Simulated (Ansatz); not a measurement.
Consider the following.

Nb₃Sn:
```xyz
4
Lattice="0.0000 3.3544 3.3544 3.3544 0.0000 3.3544 3.3544 3.3544 0.0000" Properties=species:S:1:pos:R:3 pbc="T T T"
Sn     0.0000     0.0000     0.0000
Nb     3.3544     3.3544     3.3544
Nb     1.6772     1.6772     1.6772
Nb     5.0316     5.0316     5.0316
```

This is the PBE-relaxed structure.

**Question.** All from plane-wave PAW PBE (Ansatz code), unless another level is named. Predict the formation energy from the elements (no fitted shifts).

**Answer.** 0.008 eV/atom.

**Question.** Predict the density of states at the Fermi level.

**Answer.** 1.3 states/eV per atom (mean over ±0.08 eV).

**Question.** Next, the gap with spin–orbit coupling?

**Answer.** none (metallic).

Space group Fm-3m. A made-up cell: these elements were put on the sites of a structure type; neither database checked (COD, Materials Project) lists it. It is not the phase usual at ambient conditions (space group No. 223). Symmetry was held in the PBE relaxation; its stability against distortions is not shown here. The run is not spin-polarised. The references are the lowest solids computed at this level, not always the standard phases. Spin–orbit coupling is left out wherever it is not named.

Potentials: the earlier of the program's two PAW sets.
